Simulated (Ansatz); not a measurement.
Ansatz (a first-principles code) input:

Ansatz 0.2 input:
```yaml
crystal:
  lattice:
    - [3.0793784583, 0.0, 0.0]
    - [-1.5396892292, 2.6668199728, 0.0]
    - [0.0, 0.0, 20.1370291561]
  atoms:
    - { symbol: Si, position: [0.3333333333, 0.6666666667, 0.2501072203] }
    - { symbol: Si, position: [0.6666666667, 0.3333333333, 0.7501072203] }
    - { symbol: C, position: [0.3333333333, 0.6666666667, 0.9689144467] }
    - { symbol: C, position: [0.6666666667, 0.3333333333, 0.4689144467] }
    - { symbol: C, position: [0.0, 0.0, 0.0938601393] }
    - { symbol: C, position: [0.0, 0.0, 0.5938601393] }
    - { symbol: C, position: [0.3333333333, 0.6666666667, 0.3441204876] }
    - { symbol: C, position: [0.6666666667, 0.3333333333, 0.8441204876] }
    - { symbol: C, position: [0.3333333333, 0.6666666667, 0.71873641] }
    - { symbol: C, position: [0.6666666667, 0.3333333333, 0.21873641] }
    - { symbol: Si, position: [0.3333333333, 0.6666666667, 0.6249933276] }
    - { symbol: Si, position: [0.6666666667, 0.3333333333, 0.1249933276] }
    - { symbol: Si, position: [0.0, 0.0, 0.0000911524] }
    - { symbol: Si, position: [0.0, 0.0, 0.5000911524] }
    - { symbol: Si, position: [0.3333333333, 0.6666666667, 0.875176816] }
    - { symbol: Si, position: [0.6666666667, 0.3333333333, 0.375176816] }
kpoints:
  mp_grid: { grid: [10, 10, 2] }
hamiltonian:
  xc: pbesol
  pseudopotentials: { kind: paw }
scf:
  occupations: { method: fixed }
elastic: { mode: relaxed_ion, stencil: two_point, amplitude: 0.005, f_tol: 0.0005 }
output: { polarization: {} }
```

Output (shortened):

```
Pseudopotential: Si, paw, valence charge 4
Pseudopotential: C, paw, valence charge 4
Functional definition: PBEsol
Crystal: 16 atoms, lattice volume = 165.368 Å³
Basis set: ecut = 420 eV, 3211 PW (Γ), exchange–correlation on 48×48×288 points (8 copies of the dense FFT grid, shifted against one another)
Bands: 48, of which v1, the nominal top of the filled ones, is band 32 counted from 1 (31 counted from 0)
Symmetry: 12 space group operations
Space group: P63mc (ITA 186), of the structure as read, at distance tolerance 5.5e-5 Å
k-points: 28 of 200
SCF 1 converged in 14 iterations: F = -6949.663990 eV  dr2 = 7.79e-14
relax step   1: F+E_penalty+E_count = -6949.66398950 eV  Δ(F+E_penalty+E_count) = +0.000e0 eV  max|allowed force component| = 1.485e-3 eV/Å  Δτ_max = 0.0000 Å  (14 SCF iters, accepted)
Crystal: 16 atoms, lattice volume = 165.368 Å³
SCF 2 converged in 9 iterations: F = -6949.663990 eV  dr2 = 8.00e-14
relax step   2: F+E_penalty+E_count = -6949.66398958 eV  Δ(F+E_penalty+E_count) = -7.932e-8 eV  max|allowed force component| = 7.611e-4 eV/Å  Δτ_max = 0.0000 Å  (9 SCF iters, accepted)
Crystal: 16 atoms, lattice volume = 165.368 Å³
SCF 3 converged in 9 iterations: F = -6949.663990 eV  dr2 = 1.55e-14
relax step   3: F+E_penalty+E_count = -6949.66398961 eV  Δ(F+E_penalty+E_count) = -3.126e-8 eV  max|allowed force component| = 4.388e-5 eV/Å  Δτ_max = 0.0000 Å  (9 SCF iters, accepted)
Crystal: 16 atoms, lattice volume = 165.368 Å³
SCF 4 converged in 10 iterations: F = -6949.663990 eV  dr2 = 1.87e-14
Crystal: 16 atoms, lattice volume = 164.541 Å³
Basis set: ecut = 420 eV, 3199 PW (Γ), exchange–correlation on 48×48×288 points (8 copies of the dense FFT grid, shifted against one another)
Symmetry: 4 space group operations
k-points: 62 of 200
SCF 5 converged in 13 iterations: F = -6949.656860 eV  dr2 = 3.38e-14
relax step   1: F+E_penalty+E_count = -6949.65686044 eV  Δ(F+E_penalty+E_count) = +0.000e0 eV  max|allowed force component| = 5.064e-2 eV/Å  Δτ_max = 0.0000 Å  (13 SCF iters, accepted)
Crystal: 16 atoms, lattice volume = 164.541 Å³
SCF 6 converged in 12 iterations: F = -6949.657276 eV  dr2 = 7.28e-15
relax step   2: F+E_penalty+E_count = -6949.65727614 eV  Δ(F+E_penalty+E_count) = -4.157e-4 eV  max|allowed force component| = 2.944e-2 eV/Å  Δτ_max = 0.0066 Å  (12 SCF iters, accepted)
Crystal: 16 atoms, lattice volume = 164.541 Å³
SCF 7 converged in 11 iterations: F = -6949.657499 eV  dr2 = 2.80e-14
relax step   3: F+E_penalty+E_count = -6949.65749905 eV  Δ(F+E_penalty+E_count) = -2.229e-4 eV  max|allowed force component| = 5.037e-3 eV/Å  Δτ_max = 0.0026 Å  (11 SCF iters, accepted)
Crystal: 16 atoms, lattice volume = 164.541 Å³
SCF 8 converged in 10 iterations: F = -6949.657504 eV  dr2 = 1.52e-14
relax step   4: F+E_penalty+E_count = -6949.65750410 eV  Δ(F+E_penalty+E_count) = -5.048e-6 eV  max|allowed force component| = 7.472e-5 eV/Å  Δτ_max = 0.0006 Å  (10 SCF iters, accepted)
Crystal: 16 atoms, lattice volume = 164.541 Å³
SCF 9 converged in 10 iterations: F = -6949.657504 eV  dr2 = 2.20e-14
Crystal: 16 atoms, lattice volume = 166.195 Å³
Basis set: ecut = 420 eV, 3243 PW (Γ), exchange–correlation on 48×48×288 points (8 copies of the dense FFT grid, shifted against one another)
SCF 10 converged in 13 iterations: F = -6949.657040 eV  dr2 = 1.78e-14
[...]
Harris-Foulkes:  -6949.663990 eV  (|F-HF|=9.09e-13)
Internal energy: -6949.663990 eV  (E = F + TS)
E sigma→0 (E₀):  -6949.663990 eV
Fermi energy:    9.465626 eV
--- Per-component energies (eV) ---
  E_band       = 225.147453
  E_kinetic    = 1082.415031
  E_local      = -831.383191  (includes V_loc(G=0)·N_el)
  E_nonlocal   = 415.898705
  E_hartree    = 252.996353
  E_xc         = -837.069531
  E_vxc        = -873.328600  (∫ρ·V_xc dr)
  E_paw        = -4754.734701  (= ΣΔE_a)
  E_vpaw       = -74.447305  (= ΣTr[D̂ρ^β])
  E_aug_tail   = 0.000107  (compensation charges beyond the density's cutoff)
  E_ewald      = -2278.208051
  E_core_change = 0.421289  (= ΣΔE_core)
  E_smearing   =  0.000000  (= −TS)
  E_closure    =  0.000000  (closes the sum)
  Σ components = -6949.663990   (vs F -6949.663990, Δ=0.00e0)
--- Forces (eV/Å), atoms counted from 1 ---
  atom   1  Si     0.00000000     0.00000000    -0.00000340
  atom   2  Si     0.00000000     0.00000000    -0.00000340
  atom   3  C      0.00000000     0.00000000    -0.00002321
  atom   4  C      0.00000000     0.00000000    -0.00002321
  atom   5  C      0.00000000     0.00000000    -0.00002817
  atom   6  C      0.00000000     0.00000000    -0.00002817
  atom   7  C      0.00000000     0.00000000    -0.00001011
  atom   8  C      0.00000000     0.00000000    -0.00001011
  atom   9  C      0.00000000     0.00000000    -0.00003611
  atom  10  C      0.00000000     0.00000000    -0.00003611
  atom  11  Si     0.00000000     0.00000000     0.00004215
  atom  12  Si     0.00000000     0.00000000     0.00004215
  atom  13  Si     0.00000000     0.00000000     0.00001446
  atom  14  Si     0.00000000     0.00000000     0.00001446
  atom  15  Si     0.00000000     0.00000000     0.00004382
  atom  16  Si     0.00000000     0.00000000     0.00004382
  max |Σ_I F_I| component: 1.11e-6 eV/Å
--- Stress (GPa, compression-positive) ---
       -0.005687       0.000000       0.000000
        0.000000      -0.005687       0.000000
        0.000000       0.000000       0.012191
  P = ⅓ Tr σ = 0.0003 GPa (0.003 kbar)
--- Band table (eV; the first three rows and the last of 28) ---
  k-point 0: bands = ["-6.0040", "-5.7160", "-5.6789", "-4.8101", "-4.7922", "-3.4491", "-3.4198", "-2.3966", "0.8263", "2.3370", "2.3741", "5.1048", "5.1243", "7.9275", "7.9551", "8.3337", "8.3337", "8.4249", "8.4249", "8.5165", "8.5165", "8.7976", "8.7976", …
  k-point 1: bands = ["-5.9273", "-5.9273", "-5.3191", "-5.3191", "-4.1598", "-4.1598", "-2.7378", "-2.7378", "1.2915", "1.2915", "3.6772", "3.6772", "6.5749", "6.5749", "8.3643", "8.3643", "8.3643", "8.3643", "8.6332", "8.6332", "8.6332", "8.6332", "9.0084", …
  k-point 2: bands = ["-5.8295", "-5.5430", "-5.5055", "-4.6414", "-4.6231", "-3.2895", "-3.2601", "-2.2501", "0.9865", "2.4683", "2.5058", "5.1569", "5.1782", "7.3785", "7.5130", "7.5966", "7.7103", "7.7587", "7.9971", "8.1346", "8.1442", "8.1946", "8.1995", …
  k-point 27: bands = ["-1.8831", "-1.8831", "-1.5677", "-1.5677", "-1.1907", "-1.1907", "-1.0002", "-1.0002", "1.9241", "1.9241", "2.0611", "2.0611", "2.3332", "2.3332", "2.7128", "2.7128", "3.6283", "3.6283", "4.0583", "4.0583", "4.6013", "4.6013", …
--- Elastic constants: 3 strain directions × 2 members + reference (group order 12) ---
  dense FFT box of the reference and of every strained cell: 24×24×144
  strains applied: 11, 33, 23; error gains …
  reference relaxed by the batch: 3 steps …
  largest displacement 4.1e-5 Å; the constants are those of the deck's cell at these positions:
  atoms:
    - { symbol: Si, position: [0.33333333333333337, 0.6666666666666666, 0.2501087913806684] }
    - { symbol: Si, position: [0.6666666666666666, 0.33333333333333337, 0.7501087913806683] }
    - { symbol: C, position: [0.33333333333333337, 0.6666666666666666, 0.9689141161526224] }
    - { symbol: C, position: [0.6666666666666666, 0.33333333333333337, 0.4689141161526223] }
    - { symbol: C, position: [0.0, 0.0, 0.09385942847499697] }
    - { symbol: C, position: [0.0, 0.0, 0.593859428474997] }
    - { symbol: C, position: [0.33333333333333337, 0.6666666666666666, 0.3441184366041753] }
    - { symbol: C, position: [0.6666666666666666, 0.33333333333333337, 0.8441184366041753] }
    - { symbol: C, position: [0.33333333333333337, 0.6666666666666666, 0.7187375867501339] }
    - { symbol: C, position: [0.6666666666666666, 0.33333333333333337, 0.21873758675013402] }
    - { symbol: Si, position: [0.33333333333333337, 0.6666666666666666, 0.6249934731972878] }
    - { symbol: Si, position: [0.6666666666666666, 0.33333333333333337, 0.12499347319728789] }
    - { symbol: Si, position: [0.0, 0.0, 9.124698598240001e-5] }
    - { symbol: Si, position: [0.0, 0.0, 0.5000912469859824] }
    - { symbol: Si, position: [0.33333333333333337, 0.6666666666666666, 0.8751769203541324] }
    - { symbol: Si, position: [0.6666666666666666, 0.33333333333333337, 0.37517692035413264] }
  C = ∂σ_k/∂η_j (tension-positive GPa; Voigt order 11 22 33 23 13 12):
       492.432    115.457     58.890      0.000      0.000      0.000
       115.457    492.432     58.890      0.000      0.000      0.000
        58.877     58.877    545.219      0.000      0.000      0.000
         0.000      0.000      0.000    160.674      0.000      0.000
         0.000      0.000      0.000      0.000    160.674      0.000
         0.000      0.000      0.000      0.000      0.000    188.487
  reference stress σ⁰ (GPa):      0.006      0.006     -0.012      0.000      0.000      0.000
  moduli (Voigt/Reuss/Hill, GPa): K = 221.84/221.83/221.84   G = 188.42/184.09/186.26   E = 436.59   ν = 0.172
  mechanically stable: yes (min eigenvalue of sym C = 160.67 GPa)
  e, the proper piezoelectric tensor (elastic.mode: relaxed_ion; C/m²; rows x y z; Voigt order 11 22 33 23 13 12):
       0.00000    0.00000    0.00000    0.00000   -0.02876    0.00000
       0.00000    0.00000    0.00000   -0.02876    0.00000    0.00000
      -0.05434   -0.05434    0.12911    0.00000    0.00000    0.00000
  ±, each entry's uncertainty from the finite density of the strings (C/m²), an estimate: the size of the correction for it that the entry includes:
       0.00000    0.00000    0.00000    0.00000    0.00476    0.00000
       0.00000    0.00000    0.00000    0.00476    0.00000    0.00000
       0.00252    0.00252    0.00131    0.00000    0.00000    0.00000
  strain η (Voigt 11):  stress-route row diagonal C_11 = 492.43 GPa, energy-path curvature d²(F+E_count+ΔE)/dδ²/Ω₀ = 492.58 GPa
         δ    σ_11 (GPa)             F (eV)   n_scf  n_hpsi   n_pw
    -5.000e-3      -2.4897       -6949.6575041      10   44639   3235   relax 4 steps, max|allowed force component| 7.47e-5 eV/Å
     5.000e-3       2.4346       -6949.6576373      10   44726   3275   relax 4 steps, max|allowed force component| 1.08e-4 eV/Å
  strain η (Voigt 33):  stress-route row diagonal C_33 = 545.22 GPa, energy-path curvature d²(F+E_count+ΔE)/dδ²/Ω₀ = 545.27 GPa
         δ    σ_33 (GPa)             F (eV)   n_scf  n_hpsi   n_pw
    -5.000e-3      -2.7686       -6949.6568177      10   20358   3233   relax 5 steps, max|allowed force component| 3.16e-5 eV/Å
     5.000e-3       2.6836       -6949.6569617      10   20139   3268   relax 4 steps, max|allowed force component| 3.39e-4 eV/Å
  strain η (Voigt 23):  stress-route row diagonal C_44 = 160.67 GPa, energy-path curvature d²(F+E_count+ΔE)/dδ²/Ω₀ = 160.71 GPa
         δ    σ_23 (GPa)             F (eV)   n_scf  n_hpsi   n_pw
    -5.000e-3      -0.8034       -6949.6618358      10   45161   3251   relax 4 steps, max|allowed force component| 5.75e-5 eV/Å
     5.000e-3       0.8034       -6949.6618358      10   44768   3251   relax 4 steps, max|allowed force component| 5.78e-5 eV/Å
--- Formal polarisation (Berry phase): one branch of a lattice of values; only differences between neighbouring runs are physical ---
  axis  mesh            electronic          ionic      p = total  spread (rad)  least overlap  resolved gap  δp at fixed H ≤   (phases in cycles; p mod 2 …
  b1    10×10×2         0.00000000    24.00000000    24.00000000      0.000000         0.9329        2.7544           8.0e-6
  b2    10×10×2         0.00000000    24.00000000    24.00000000      0.000000         0.9329        2.7544           8.0e-6
  b3    10×10×2        -0.01393975    31.00800000    30.99406025      0.096784         0.9641        2.7544           1.3e-6
  quantum along a1:   0.03724268 e/Å² =    59.669348 µC/cm²
  quantum along a2:   0.03724268 e/Å² =    59.669348 µC/cm²
  quantum along a3:   0.24354164 e/Å² =   390.196728 µC/cm²
  P = (  0.22345607,   0.38703726,   3.77417216) e/Å² = (  358.016087,   620.102053,  6046.890443) µC/cm²  (mod the quanta)
```

Cost: roughly 21 core-minutes on shared cores.

Space group P6_3mc. The workflow started from an entry of the Crystallography Open Database (COD). Its sites differ from those of the usual phase in this space group: another stacking or structure type. The cell was relaxed with PBEsol under the symmetry of its start; whether a distortion lowers the energy is not shown.

Potentials: the later of the program's two PAW sets.

Ansatz is a plane-wave DFT program.
